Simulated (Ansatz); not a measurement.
**Al$_{2}$O$_{3}$: from a starting cell to a relaxed one**

The start is a generated cell, Al2O3 built in the AFLOW prototype A2B3_tP10_127_g_ah (D5_a). The structure is fully relaxed (lattice and positions, P = 0) with PBEsol (plane waves to 420 eV, PAW, scalar-relativistic; Ansatz, a program for electronic structure). First-step values are on the input's coarse k-mesh.

Ansatz input (later rounds restart from its end on a renewed k-mesh):
Ansatz 0.2 input:
```yaml
crystal:
  lattice:
    - [5.4428503, 0, 0]
    - [0, 5.4428503, 0]
    - [0, 0, 2.8859778]
  atoms:
    - { symbol: O, position: [0, 0, 0] }
    - { symbol: O, position: [0.5, 0.5, 0] }
    - { symbol: O, position: [0.1821, 0.6821, 0.5] }
    - { symbol: O, position: [0.6821, 0.8179, 0.5] }
    - { symbol: O, position: [0.3179, 0.1821, 0.5] }
    - { symbol: O, position: [0.8179, 0.3179, 0.5] }
    - { symbol: Al, position: [0.3841, 0.8841, 0] }
    - { symbol: Al, position: [0.8841, 0.6159, 0] }
    - { symbol: Al, position: [0.1159, 0.3841, 0] }
    - { symbol: Al, position: [0.6159, 0.1159, 0] }
basis: { ecutwfc: 420, ecutrho_ratio: 4, xc_grid: 2, fft_grid_basis: typed }
kpoints: { mp_grid: { grid: [4, 4, 8] } }
hamiltonian:
  xc: pbesol
  dispersion: none
  pseudopotentials: { azcp: { folder: ./paw }, kind: paw }
scf: { occupations: { method: fermi_dirac, width: 0.05 } }
relax: { f_tol: 0.01, max_steps: 100, cell: { stress_tol: 0.02 } }
output: { forces: true, stress: true }
```

Task: By how much does the energy per atom fall from start to end?

Result: About 1.7 eV/atom.

Task: How does the volume per atom move from start to end?

Result: -3.4 %, from 8.55 to 8.26 Å³/atom.

Task: How do the shortest distances between atoms change?

Result: The closest pairs of elements (up to four, under 3.6 Å), start → end: Al–Al 1.78 → 2.78 Å; Al–O 2.12 → 1.85 Å; O–O 2.46 → 2.21 Å.

Task: Give the final cell and atomic positions.

Result: 
```cif
data_Al4O6
_chemical_formula_sum 'O6 Al4'
_space_group_name_H-M_alt 'P4/mbm'
_space_group_IT_number 127
_space_group_name_Hall '-P 4 2ab'
_cell_length_a 5.45365
_cell_length_b 5.45365
_cell_length_c 2.77700
_cell_angle_alpha 90.000
_cell_angle_beta 90.000
_cell_angle_gamma 90.000
loop_
_atom_site_label
_atom_site_type_symbol
_atom_site_symmetry_multiplicity
_atom_site_Wyckoff_symbol
_atom_site_fract_x
_atom_site_fract_y
_atom_site_fract_z
_atom_site_occupancy
O1 O 2 a 0.00000 0.00000 0.00000 1
O2 O 4 h 0.35668 0.14332 0.50000 1
Al1 Al 4 g 0.19765 0.30235 0.00000 1
```

The space group stays P4/mbm (No. 127) (the run could not lower it), with 10 atoms in the primitive cell. Final values are on a 6×6×12 k-mesh of the relaxed cell. The start holds a very short contact (Al–Al 1.78 Å). No spin polarisation in the result.

The run could not lower the symmetry of its start; a shaken copy of this end point relaxes with PBEsol to C2 (No. 5), 0.695 eV/atom lower.

The relaxed structure here is a generated cell of Al2O3: the first start was made by placing the elements on the sites of a structure type, and the end was not matched to a known phase here, so it may be hypothetical. Known forms of Al2O3 include space group No. 167.
